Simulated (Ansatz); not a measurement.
ZnCu2SnSe4:
Space group I-42m (No. 121); a = b = 5.690 Å, c = 11.416 Å, α = β = γ = 90.00°

| atom | site | symmetry | x | y | z |
|---|---|---|---|---|---|
| Zn | 2a | -42m | 0.0000 | 0.0000 | 0.0000 |
| Cu | 4d | -4.. | 0.0000 | 0.5000 | 0.2500 |
| Sn | 2b | -42m | 0.0000 | 0.0000 | 0.5000 |
| Se | 8i | ..m | 0.2588 | 0.2588 | 0.3658 |
(The calculation used a cell of 8 atoms; values per cell refer to that cell.)

Relaxed with r²SCAN.

**Question.** Tabulate the valence density and the electron localisation function along the shortest Sn–Se contact (2.59 Å), r²SCAN (plane waves, PAW; program Ansatz).

**Answer.** 

```
distance from Sn (Å)  density (e/Å³)   ELF
--------------------  --------------  ----
0.26                           12.12  0.00
0.39                            8.20  0.02
0.52                            4.87  0.07
0.65                            2.63  0.16
0.78                            1.39  0.23
0.91                            0.80  0.27
1.03                            0.56  0.32
1.16                            0.48  0.45
1.29                            0.48  0.63
1.42                            0.54  0.73
1.55                            0.64  0.76
1.68                            0.79  0.77
1.81                            1.16  0.74
1.94                            2.28  0.67
2.07                            5.28  0.51
2.20                           12.26  0.32
2.33                           24.68  0.17
```

The density is the valence pseudo-density with augmentation charge, so density and ELF within about 1 Å of a nucleus are not all-electron values.

The workflow started from a Materials Project entry (that database holds measured and hypothetical structures alike); the Crystallography Open Database files this formula in space group No. 121, but the cells were not matched. It is not the phase usual at ambient conditions (space group No. 82). Symmetry was held in the r²SCAN relaxation; its stability against distortions is not shown here. No spin polarisation was allowed. Spin–orbit coupling is left out wherever it is not named.

Potentials: the later of the program's two PAW sets.
